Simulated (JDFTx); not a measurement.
```yaml
surface: Cu(110)
bulk: Cu, Fm-3m, lattice of mp-30 (not re-optimised)
slab: 8 atoms in 8 planes, 1x1, 8.8 Å between the outermost planes
in-plane cell: 2.530 × 3.577 Å, 9.05 Å²
cell_height: 24.9 Å
sampling: 8×6×1 k mesh, Fermi smearing 0.01 Ha, no spin polarisation
```

Profiles through the double layer of this slab, charged, in linear PCM (GLSSA13), water, 2 M NaF; PBE, GBRV ultrasoft potentials, plane waves to 20/100 Ha, JDFTx (a modified build). z is the height above the outermost atoms, φ the plane-averaged electrostatic potential energy of an electron (zero in the bulk liquid), ρ_b the bound charge of solvent and ions, s the cavity shape function (0 in the solid, 1 in the liquid).

| z (Å) | n (e/Å³) | s | φ (eV) | ρ_b (10⁻³ e/Å³) |
|---|---|---|---|---|
| 0.90 | 0.1006 | 0.00 | -2.368 | -0.08 |
| 1.36 | 0.0265 | 0.00 | -0.766 | -2.41 |
| 1.82 | 0.0076 | 0.06 | -0.090 | -6.73 |
| 2.28 | 0.0023 | 0.56 | -0.018 | 0.64 |
| 2.74 | 0.0007 | 0.98 | -0.013 | 0.77 |
| 3.20 | 0.0002 | 1.00 | -0.011 | 0.25 |
| 3.67 | 0.0001 | 1.00 | -0.009 | 0.08 |
| 4.13 | 0.0000 | 1.00 | -0.007 | 0.02 |
| 4.59 | 0.0000 | 1.00 | -0.006 | 0.00 |
| 5.05 | 0.0000 | 1.00 | -0.004 | 0.00 |
| 5.51 | 0.0000 | 1.00 | -0.004 | 0.00 |
| 5.97 | 0.0000 | 1.00 | -0.003 | 0.00 |
| 6.43 | 0.0000 | 1.00 | -0.002 | 0.00 |
| 6.89 | 0.0000 | 1.00 | -0.002 | 0.00 |
| 7.35 | 0.0000 | 1.00 | -0.002 | 0.00 |
| 7.82 | 0.0000 | 1.00 | -0.001 | 0.00 |

**Question.** Is the electrode positively or negatively charged, and roughly by how much?

**Answer.** Positively: σ = 5.5 μC/cm² per face. The liquid's bound charge is of the opposite sign overall, and far from the surface φ decays with the screening length (2.1 Å).
